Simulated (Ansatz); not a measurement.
Ti$_{2}$Ga in space group P6_3/mmc (No. 194; Ti on 2d, Ti on 2a, Ga on 2c) at seven volumes, DFT-r²SCAN in the program Ansatz with PAW potentials, shape and atoms relaxed at each. One row is withheld.

```json
[
 {"V (Å³/atom)": "14.521", "P (GPa)": "14.60"},
 {"V (Å³/atom)": "15.000", "P (GPa)": "8.98"},
 {"V (Å³/atom)": "15.479", "P (GPa)": "4.15"},
 {"V (Å³/atom)": "15.957", "P (GPa)": "0.00"},
 {"V (Å³/atom)": "16.436", "P (GPa)": "-3.57"},
 {"V (Å³/atom)": "16.915", "P (GPa)": "?"},
 {"V (Å³/atom)": "17.393", "P (GPa)": "-9.31"}
]
```

Task: Fit the shown pressures and predict the withheld one.

Result: Third-order Birch–Murnaghan: P = (3/2)B₀(x^(7/2) − x^(5/2))[1 + (3/4)(B′ − 4)(x − 1)] with x = (V₀/V)^(2/3). Least squares on the six rows gives V₀ = 15.958 Å³/atom, B₀ = 128.3 GPa, B′ = 3.98. At V = 16.915, x = 0.9619 and P = -6.65 GPa. The run itself gave -6.66 GPa.

The workflow started from an entry of the Crystallography Open Database (COD). Whether it is the stable phase at ambient conditions was not checked. The cell was relaxed with r²SCAN under the symmetry of its start; whether a distortion lowers the energy is not shown. The run is not spin-polarised.

Potentials: the later of the program's two PAW sets.
